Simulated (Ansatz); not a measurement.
Si2H2O3 in space group R-3 (No. 148; Pearson symbol hR28), LDA in the plane-wave PAW code Ansatz. The conduction-band minimum lies at Γ, with 1 equivalent valley. Second derivatives d²E/dk² of the lowest band at one valley (eV·Å²), along Cartesian directions:

```
direction  d²E/dk²
---------  -------
[100]        6.689
[010]        6.689
[001]        10.00
[110]        6.689
[101]        8.345
[011]        8.343
```

Task: Find the principal effective masses, the density-of-states mass and the conductivity mass.

Result: Off-diagonal terms follow from H_xy = H[110] − (H_xx + H_yy)/2, and m*/mₑ = 7.620 eV·Å² over each eigenvalue: 0.76, 1.1, 1.1. One valley's DOS mass (m₁m₂m₃)^(1/3) = 1.0, conductivity mass 3/(Σ 1/mᵢ) = 0.98 mₑ.

Task: What effective density of states Nc follows at 300 K for parabolic valleys?

Result: Nc = 2.509e19 × 1 × (1.0)^(3/2) ≈ 2.5e19 cm⁻³.

Task: With the computed static dielectric constant 4.28 (mean of the diagonal), estimate a hydrogenic donor's binding energy and radius.

Result: E = 13.606 eV × 0.98/4.28² ≈ 730 meV; a = 0.529 Å × ε/m* ≈ 2.3 Å. Semilocal masses tend to be too small when the gap is underestimated.

The workflow started from a Materials Project entry (that database holds measured and hypothetical structures alike); the Crystallography Open Database files this formula in space group No. 148, but the cells were not matched. Its standing as an ambient phase is unchecked. Symmetry was held in the LDA relaxation; whether a distortion lowers the energy is not shown. A crystal of weakly bound molecules computed without a dispersion correction: the cell and the soft elastic constants depend strongly on that.

Potentials: the later of the program's two PAW sets.
